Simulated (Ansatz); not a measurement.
Mg₂TiCr₃S₈ — coordination and 33S quadrupole coupling

Cell: a computed structure from the Materials Project (it need not be an observed phase) whose atoms were relaxed with PBE, the cell held.

Space group R-3m:H (No. 166); a = 7.2849, c = 17.6519 Å, γ = 120.00°.

| site | Wyckoff | site symmetry | x | y | z |
| --- | --- | --- | --- | --- | --- |
| Mg | 6c | 3m | 0.0000 | 0.0000 | 0.8756 |
| Ti | 3b | -3m | 0.0000 | 0.0000 | 0.5000 |
| Cr | 9e | .2/m | 0.1667 | 0.3333 | 0.3333 |
| S7 | 6c | 3m | 0.0000 | 0.0000 | 0.7367 |
| S8 | 18h | .m | 0.8487 | 0.6974 | 0.4107 |

One atom of each set is listed; the run and its k-mesh use a cell of 14 atoms with edges of 7.23, 7.23, 7.23 Å.

Computed with Ansatz: DFT, PBE, plane waves and PAW, scalar-relativistic, collinear spin, 420 eV cutoff, Γ-centred 6×6×6 k-points, Fermi–Dirac smearing 0.05 eV. Start moments as typed (μB): 1 on each Ti, 3 on each Cr, none on the rest.

Q(33S) = -69.40 mb.

Problem. Order the S environments from the weakest to the strongest quadrupole coupling.
A. S7: 3 Cr at 2.44 Å, 1 Mg at 2.45 Å
B. S8: 2 Cr at 2.43 Å, 1 Mg at 2.44 Å, 1 Ti at 2.48 Å

Solution. A (0.758 MHz, η = 0.00), B (5.42 MHz, η = 0.35).

An axis of threefold or higher order runs through S7, so V_zz lies along it and η is zero.

With no gap above 0.1 eV, as in a metal, the gradients converge slowly in k; expect changes of a tenth or more on a denser mesh. Semilocal functionals can leave a metal where correlation in the d or f shell opens a gap in the real compound, and that would change the values at and beside Cr and Ti. All moments are parallel here, as the start or the cell imposes; many such compounds order antiparallel, where fields and spin densities carried over to other atoms largely cancel. The magnetic order is the one that the run reached from its start moments, not necessarily the measured one.
